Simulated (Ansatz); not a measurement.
LaTl (CsCl type)

```
CELL_PARAMETERS angstrom
      3.91911     0.00000     0.00000
      0.00000     3.91911     0.00000
      0.00000     0.00000     3.91911
ATOMIC_POSITIONS crystal
  La 0.00000 0.00000 0.00000
  Tl 0.50000 0.50000 0.50000
```

The slice is a {100} plane (indices of the conventional cell) through the point (0.500, 0.500, 0.500) (fractional), spanned by u = [100] and v = [010] in vectors of this cell: u (3.92 Å) and v (3.92 Å, at 90° to u). It covers one period; positions are fractions (u, v).

The numbers are results of PBEsol (plane waves to 420 eV, PAW, scalar-relativistic; Ansatz, a first-principles code), not measurements. k mesh 12×12×12. Near the nuclei the fields are pseudised (PAW); where an atom keeps semicore shells as valence, they peak there. LaTl is run without spin polarisation. LaTl was relaxed with its symmetry unable to fall. Spin-orbit coupling is left out, though Tl is heavy.

Three fields on this plane, each scaled to ten steps between its own extremes (0 low, 9 high; the total valence density on a logarithmic scale, the potential cut 8 eV below its top; x marks points blanked near nuclei; v = 0 in the bottom row):

Map A
```
|xxxxxx788999887xxxxx|
|xxxxx98899999889xxxx|
|xxxxx88989998988xxxx|
|xxxx8898887888988xxx|
|xx98898876567889889x|
|77889876543456789887|
|88898864322234688988|
|88988753110113578898|
|99998642100012468999|
|99997532000002357999|
|99998642100012468999|
|88988753110113578898|
|88898864322234688988|
|77889876543456789887|
|xx98898876567889889x|
|xxxx8898887888988xxx|
|xxxxx88989998988xxxx|
|xxxxx98899999889xxxx|
|xxxxxx788999887xxxxx|
|xxxxxx788999887xxxxx|
```

Map B
```
|xxxxxx743111347xxxxx|
|xxxxx96421112469xxxx|
|xxxxx85321112358xxxx|
|xxxx9642110112469xxx|
|xx98643210001234689x|
|77654321000001234567|
|54432210000000122344|
|33221100000000011223|
|11111000000000001111|
|11110000000000000111|
|11111000000000001111|
|33221100000000011223|
|54432210000000122344|
|77654321000001234567|
|xx98643210001234689x|
|xxxx9642110112469xxx|
|xxxxx85321112358xxxx|
|xxxxx96421112469xxxx|
|xxxxxx743111347xxxxx|
|xxxxxx753111357xxxxx|
```

Map C
```
|xxxxxx168999861xxxxx|
|xxxxx02689998620xxxx|
|xxxxx04789998740xxxx|
|xxxx0257889887520xxx|
|xx00257788888775200x|
|11245777888887775421|
|66677777777777777766|
|88888887776777888888|
|99998887766677888999|
|99999887666667889999|
|99998887766677888999|
|88888887776777888888|
|66677777777777777766|
|11245777888887775421|
|xx00257788888775200x|
|xxxx0257889887520xxx|
|xxxxx04789998740xxxx|
|xxxxx02689998620xxxx|
|xxxxxx168999861xxxxx|
|xxxxxx168999861xxxxx|
```

Problem. Assign the maps to these fields: electron localisation function (ELF); valence electron density; electrostatic potential energy of an electron, from the cell's mean.

Solution. A is the electron localisation function (ELF); B is the valence electron density; C is the electrostatic potential energy of an electron, from the cell's mean.
